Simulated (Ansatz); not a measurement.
Si$_{3}$Ge:
```
CELL_PARAMETERS angstrom
      3.91387     0.00000     0.00000
      0.00000     3.91387     0.00000
      0.00000     0.00000     5.52721
ATOMIC_POSITIONS crystal
  Si 0.50000 0.00000 0.75589
  Si 0.00000 0.00000 0.00000
  Si 0.00000 0.50000 0.24411
  Ge 0.50000 0.50000 0.50000
```

This is the PBE-relaxed structure. Cartesian axes are those of the cell as given.

**Question.** All from DFT-PBE in the program Ansatz with PAW potentials, unless another level is named. Give the electron effective mass.

**Answer.** 0.19, 0.41, 0.41 mₑ (principal values).

**Question.** And the hole effective mass with spin–orbit coupling?

**Answer.** 0.15, 0.16, 0.25 mₑ (principal values).

**Question.** And the hole effective mass, band 1 of 2 at the edge?

**Answer.** 2.3 along x, 0.26 along z (mₑ).

**Question.** Give the weight of the conduction-edge state by species (Voronoi cells).

**Answer.** Si 83 %, Ge 17 %.

Space group P-4m2. The start of the workflow was typed in or built on a structure type; neither database checked (COD, Materials Project) lists it. Whether it is the stable phase at ambient conditions was not checked. The PBE relaxation kept the symmetry of its start; whether a distortion lowers the energy is not shown. Scalar-relativistic: spin–orbit coupling is off unless named, which matters more the heavier the elements.

Potentials: the earlier of the program's two PAW sets.

Edges and masses are those of Kohn–Sham bands, whose gap is no quasiparticle gap.
